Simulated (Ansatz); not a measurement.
All-electron LAPW in Ansatz 0.2.0 under PBE, scalar-relativistic, energies extrapolated to zero smearing. Slabs are 1×1 cells cut from bulk crystals relaxed on PAW files, with atoms then relaxed, 16 to 20 Å of vacuum, a dipole correction, k spacings of 0.16 to 0.26 Å⁻¹ and smearing of 0.02 to 0.1 eV, without spin–orbit coupling or spin polarisation. The bulk type named needn't be the stable one, and no reconstruction is allowed.

```tsv
slab	area (Å²)	γ (J/m²)	Φ (eV)	Δd12 (%)
fcc Al (111), 1 layer	7.07	0.90	?	–
fcc Al (100), 6 layers	8.17	0.94	4.25	1.8
fcc Al (111), 4 layers	7.07	0.86	4.04	1.2
fcc Al (110), 4 layers	11.55	0.90	4.18	?
fcc Al (100), 4 layers	8.17	0.97	4.26	2.5
```

Problem. Give the missing entry: row "fcc Al (111), 1 layer", column "Φ (eV)".

Solution. 4.31.

Problem. What belongs in the row "fcc Al (110), 4 layers", column "Δd12 (%)"?

Solution. -5.9.
